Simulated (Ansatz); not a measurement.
VO2 (rutile, space group No. 136), the program Ansatz at the PBEsol level (PAW), all energies at zero smearing, with the estimated change up to a 700 eV cutoff added, with one set of potentials and settings (totals compare only within such a set). Cell of 6 atoms (2 V, 4 O): -8018.362 eV.

```json
[
 {"element": "V", "reference phase": "Im-3m, 1 atoms in the cell", "E (eV/atom)": "-2885.2974"},
 {"element": "O", "reference phase": "C2/m, 4 atoms in the cell, spin-polarised", "E (eV/atom)": "-558.3609"}
]
```

Formation energy per atom, worked out: (-8018.362 − 2×(-2885.2974) − 4×(-558.3609))/6 = -2.387 eV/atom (-230 kJ per mol of atoms), at 0 K, without zero-point energy or fitted corrections.

Space group P4_2/mnm (rutile). This is a known high-temperature phase of the composition, computed here at zero pressure and temperature. The cell was relaxed with PBEsol under the symmetry of its start; its stability against distortions is not shown here. The final state is ferromagnetic, chosen from 5 collinear starts compared on coarse meshes (ties went to the first, and starts can fall back to one state), not a proven ground state. No Hubbard U is applied. The references are the lowest solids computed at this level, not always the standard phases (solids in place of the gases).

Potentials: the earlier of the program's two PAW sets. The files were generated under PBE; for other functionals the program regenerates the frozen cores, and for LDA and PBEsol the local potential too.
